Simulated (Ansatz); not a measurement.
# K: electron density at the nuclei under pressure

```
K
1.0
    -2.61800    2.61800    2.61800
     2.61800   -2.61800    2.61800
     2.61800    2.61800   -2.61800
K
1
Direct
  0.00000 0.00000 0.00000
```

Conventional cell: a = 5.236 Å, b = 5.236 Å, c = 5.236 Å, α = 90.00°, β = 90.00°, γ = 90.00°.

Structure: COD 9011006, as refined from experiment and not relaxed.

Theory: DFT, PBEsol, all-electron PAW with datasets made for the crystal, scalar-relativistic (Ansatz 0.2.0).

Settings: a Γ-centred 10×10×10 k mesh, Fermi–Dirac smearing of 0.08 eV, cutoff 180 eV (chosen by the program for this cell), no spin polarisation.

The contact density is the mean electron density over the nuclear volume; its changes follow the s electrons' response to bonding and compression. Changes below are taken from the unscaled cell, where it is 34709.6 e/Å³ at K.

Volumes at which the program chose other datasets or cutoffs are left out.

The datasets are made afresh for each cell, so very small changes are uncertain.

(1) Does compression raise or lower the contact density at K?

(2) Tabulate the changes with volume.

Answers

(1) It raises it, by 0.33 e/Å³ over the whole range.

(2) 
```
V/V(cell)  P (GPa)  Δρ(0) K (e/Å³)
   0.9800      0.0            0.09
   0.9900      0.0            0.05
   1.0000      0.0            0.00
   1.0100     -0.1           -0.04
   1.0200     -0.1           -0.08
   1.0400     -0.2           -0.17
   1.0600     -0.2           -0.24
```
